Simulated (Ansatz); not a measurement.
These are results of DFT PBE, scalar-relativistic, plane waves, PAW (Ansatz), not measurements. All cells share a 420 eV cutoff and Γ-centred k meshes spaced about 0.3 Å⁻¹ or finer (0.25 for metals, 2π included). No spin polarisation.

Temperature and zero-point effects are left out.

Compare these two cells of GaMo, each relaxed at this level.

A.

```xyz
4
Lattice="4.5825 0.0000 0.0000 0.0000 2.7441 0.0000 0.0000 0.0000 4.8762" Properties=species:S:1:pos:R:3 pbc="T T T"
Ga    3.4369    0.0000    3.2091
Ga    1.1456    0.0000    1.6672
Mo    3.4369    1.3721    0.7408
Mo    1.1456    1.3721    4.1354
```

B.

```xyz
8
Lattice="3.1621 0.0000 0.0000 0.0000 3.1621 0.0000 0.0000 0.0000 13.8589" Properties=species:S:1:pos:R:3 pbc="T T T"
Ga    0.0000    1.5810    3.8346
Ga    1.5810    0.0000   10.0243
Ga    1.5810    0.0000    5.8430
Ga    0.0000    1.5810    8.0159
Mo    1.5810    0.0000   13.0387
Mo    0.0000    1.5810    0.8202
Mo    1.5810    0.0000    2.2704
Mo    0.0000    1.5810   11.5886
```

Question: Which is lower in energy, and by how much?

Answer: B is lower, by 17 meV/atom. A has the AuCd (B19) type, space group Pmma (No. 51), 15.3 Å³/atom and no gap on its mesh; B has space group P4/nmm (No. 129), 17.3 Å³/atom and no gap. Counting all near atoms (those within 1.25 times the shortest distance at each site; a plus sign parts nearer from farther groups; a slash parts the counts of unlike sites), A has Ga 12, Mo 12 and B has Ga 12+1/4+9, Mo 8+5/14. The lower one is the more open, so pressure narrows the difference. Even the lower one lies +0.05 eV/atom against the reference forms of the elements (uncorrected), so neither is stable at this level. Both come from trial cells of a structure search, whose lowest cell (P4/nmm, 15.6 Å³/atom) lies 112 meV/atom below the lower of the two.

For metals, differences of a few meV/atom aren't resolved. Trial moments fell under 0.15 μB along the way in Pmma and P4/nmm; another start might hold them. Cells relaxed within their symmetry can be saddle points. Some structure types and database cells were kept out of the candidates from the start, so a known form may be missing.
